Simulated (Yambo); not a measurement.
Yambo run on BaH2 (space group Pnma, No. 62). The wavefunctions are norm-conserving PBEsol (Quantum ESPRESSO, 72 Ry, without SOC) ones on a 2×2×1 mesh (24 occupied bands); a = 6.8428 Å, b = 4.1783 Å, c = 7.8908 Å, α = β = γ = 90.00°.

Yambo input:

```
rim_cut
gw0
dyson
el_el_corr
HF_and_locXC
ppa
em1d
RandQpts= 1000000
RandGvec= 1 Ry
EXXRLvcs= 72 Ry
VXCRLvcs= 288 Ry
Chimod= "HARTREE"
% BndsRnXp
 1 | 310 |
%
NGsBlkXp= 3 Ry
% LongDrXp
 1.0 | 1.0 | 1.0 |
%
PPAPntXp= 27.2114 eV
% GbndRnge
 1 | 310 |
%
GTermKind= "BG"
DysSolver= "n"
ExtendOut
% QPkrange
 1 | 1 | 24 | 24 |
 3 | 3 | 24 | 25 |
 4 | 4 | 25 | 25 |
%
```

k points by index: 1 = Γ, 3 = (-0.5, 0, 0), 4 = (-0.5, -0.5, 0).

Table of the .qp output:

```
#    K-point    Band    Eo [eV]    E [eV]    E-Eo [eV]    Vxc [eV]    Vnlxc [eV]    Sc|Eo [eV]    Sc|E [eV]    dSc/dw|Eo [eV]    Re(Z)    Im(Z)
#
    1    24    0.000000    -0.877619    -0.877619    -10.62718    -13.60846    1.881981    2.103656    -6.872258    0.798368    -0.001591
    3    24    -0.069857    -1.018388    -0.948531    -10.65910    -13.83824    1.991321    2.230616    -6.863889    0.798564    -0.001605
    3    25    3.246038    3.848257    0.602219    -8.736435    -4.257442    -3.748150    -3.876774    -5.810537    0.824038    -0.001361
    4    25    3.072955    3.633932    0.560977    -8.483981    -4.100125    -3.703792    -3.822878    -5.775107    0.824923    -0.001346
```
(The two width columns are left out.) Convergence of these settings isn't established.

Geometry of the Materials Project entry, not relaxed at this level.
